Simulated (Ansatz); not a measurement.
Starting cell, Li (bcc, W type):

```yaml
crystal:
  lattice:
    - [-3.47745, 3.47745, 3.47745]
    - [1.73873, -1.73873, 1.73873]
    - [1.73873, 1.73873, -1.73873]
  atoms:
    - { symbol: Li, position: [0.00000, 0.00000, 0.00000] }
    - { symbol: Li, position: [0.50000, 0.00000, 0.00000] }
```

A phonon eigenvector at N = (0.5, 0.0, 0.0) is frozen into this cell: atom i moves by Q times the vector below, so Q is the largest atomic displacement, in Å. The cell is held. (q is in reciprocal vectors of the primitive cell; the cell shown is doubled to hold the pattern.)

```
atom      x       y       z
----  -----  ------  ------
Li1   0.000   0.707  -0.707
Li2   0.000  -0.707   0.707
```

Level of theory: r2SCAN (plane waves to 500 eV, PAW, scalar-relativistic; Ansatz, a first-principles code). k mesh 19×19×19 (Γ-centred), Fermi-Dirac smearing 0.05 eV. Energies are smeared free energies. With partly filled bands, energies and forces of such displacements shift with the k mesh and the smearing. Li was relaxed with its symmetry unable to fall. ΔE is measured from the undisplaced structure.

Successive frames, forces in eV/Å:

```tsv
frame	ΔE (meV/cell)	F on Li1	F on Li2
Q = 0.000 Å	0.0	(0.000, 0.000, 0.000)	(0.000, 0.000, 0.000)
Q = -0.047 Å	0.1	(0.000, 0.002, -0.002)	(0.000, -0.002, 0.002)
Q = -0.093 Å	0.6	(0.000, 0.005, -0.005)	(0.000, -0.005, 0.005)
Q = -0.140 Å	1.5	(0.000, 0.009, -0.009)	(0.000, -0.009, 0.009)
```

**Question.** What are the energy and the forces in the next frame, Q = -0.187 Å?

**Answer.** ΔE (meV/cell) = 3.2.

```csv
atom,Fx,Fy,Fz
Li1,0.000,0.016,-0.016
Li2,0.000,-0.016,0.016
```

(A displaced cell: forces are minus the slopes of the energy, force constants its curvatures, and phonons follow from these.)
